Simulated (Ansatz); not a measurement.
LuSb:
Space group Fm-3m (No. 225); a = 5.997 Å, b = 5.997 Å, c = 5.997 Å, α = 90.00°, β = 90.00°, γ = 90.00°

| atom | site | symmetry | x | y | z |
|---|---|---|---|---|---|
| Lu | 4a | m-3m | 0.0000 | 0.0000 | 0.0000 |
| Sb | 4b | m-3m | 0.5000 | 0.5000 | 0.5000 |
(The calculation used a cell of 2 atoms; values per cell refer to that cell.)

Relaxed with PBEsol.

Task: Which orbitals make up the states near the Fermi level in PBEsol (plane waves, PAW; program Ansatz)?

Result: Within 0.5 eV of the Fermi level: Lu 5d 58 %, Sb 5p 37 %. Projections are on Löwdin-orthogonalised atomic valence shells; empty p or d shells of many metals are not among them.

Task: Tabulate the density of states.

Result: States/eV per cell of 2 atoms, in 0.25 eV bins, energy from the Fermi level.

```tsv
E (eV)	total	Lu 4f	Lu 5d	Sb 5p
-7.85	0.00	0.00	0.00	0.00
-7.60	0.00	0.00	0.00	0.00
-7.35	0.00	0.00	0.00	0.00
-7.10	0.00	0.00	0.00	0.00
-6.85	0.00	0.00	0.00	0.00
-6.60	0.00	0.00	0.00	0.00
-6.35	0.00	0.00	0.00	0.00
-6.10	0.00	0.00	0.00	0.00
-5.85	0.00	0.00	0.00	0.00
-5.60	0.00	0.00	0.00	0.00
-5.35	11.89	11.71	0.02	0.12
-5.10	44.13	44.04	0.02	0.04
-4.85	0.23	0.01	0.06	0.12
-4.60	0.43	0.02	0.10	0.22
-4.35	0.65	0.02	0.16	0.35
-4.10	1.07	0.02	0.25	0.59
-3.85	1.29	0.02	0.28	0.74
-3.60	1.65	0.02	0.30	1.07
-3.35	1.26	0.01	0.20	0.89
-3.10	0.45	0.01	0.10	0.27
-2.85	0.93	0.01	0.23	0.62
-2.60	1.36	0.01	0.38	0.89
-2.35	1.62	0.01	0.50	1.02
-2.10	1.86	0.01	0.64	1.11
-1.85	3.80	0.01	1.53	2.15
-1.60	2.60	0.01	1.00	1.52
-1.35	1.77	0.01	0.62	1.09
-1.10	1.29	0.01	0.41	0.84
-0.85	0.76	0.00	0.26	0.48
-0.60	0.42	0.00	0.16	0.24
-0.35	0.31	0.00	0.14	0.16
-0.10	0.29	0.00	0.16	0.12
0.15	0.32	0.00	0.20	0.10
0.40	0.39	0.00	0.27	0.09
0.65	0.49	0.00	0.35	0.09
0.90	0.62	0.00	0.47	0.09
1.15	0.85	0.00	0.66	0.10
1.40	1.01	0.00	0.79	0.11
1.65	1.17	0.00	0.90	0.11
1.90	1.57	0.00	1.15	0.12
2.15	1.71	0.00	1.24	0.11
2.40	1.95	0.00	1.33	0.11
2.65	2.67	0.00	1.87	0.17
2.90	3.45	0.00	2.46	0.20
3.15	3.33	0.00	2.45	0.19
3.40	4.45	0.00	3.56	0.25
3.65	1.35	0.00	1.04	0.19
3.90	1.03	0.00	0.66	0.23
4.15	4.02	0.00	3.12	0.55
4.40	1.96	0.00	1.01	0.39
4.65	1.99	0.00	0.85	0.36
```

The first step of the workflow began from a Materials Project structure, measured or hypothetical; the Crystallography Open Database copy checked does not list it. Its standing as an ambient phase is unchecked. The PBEsol relaxation kept the symmetry of its start; of distortions, only those at the zone centre were tested. Spin–orbit coupling is left out wherever it is not named.

Potentials: the later of the program's two PAW sets.
